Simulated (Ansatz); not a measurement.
SnTe (rock salt, Fm-3m), r²SCAN (plane waves, PAW; program Ansatz). The conduction-band minimum lies at L, with 4 equivalent valleys. Second derivatives d²E/dk² of the lowest band at one valley (eV·Å²), along Cartesian directions:

```
direction  d²E/dk²
---------  -------
[100]        82.65
[010]        82.65
[001]        82.65
[110]        101.0
[101]        65.37
[011]        65.37
```

Question: Find the principal effective masses, the density-of-states mass and the conductivity mass.

Answer: Off-diagonal terms follow from H_xy = H[110] − (H_xx + H_yy)/2, and m*/mₑ = 7.620 eV·Å² over each eigenvalue: 0.065, 0.12, 0.12. One valley's DOS mass (m₁m₂m₃)^(1/3) = 0.096, conductivity mass 3/(Σ 1/mᵢ) = 0.092 mₑ.

Question: What effective density of states Nc follows at 300 K for parabolic valleys?

Answer: Nc = 2.509e19 × 4 × (0.096)^(3/2) ≈ 3.0e18 cm⁻³.

The r²SCAN relaxation kept the symmetry of its start. Spin–orbit coupling is left out wherever it is not named.

Potentials: the later of the program's two PAW sets.

Edges and masses are those of Kohn–Sham bands, whose gap is no quasiparticle gap.
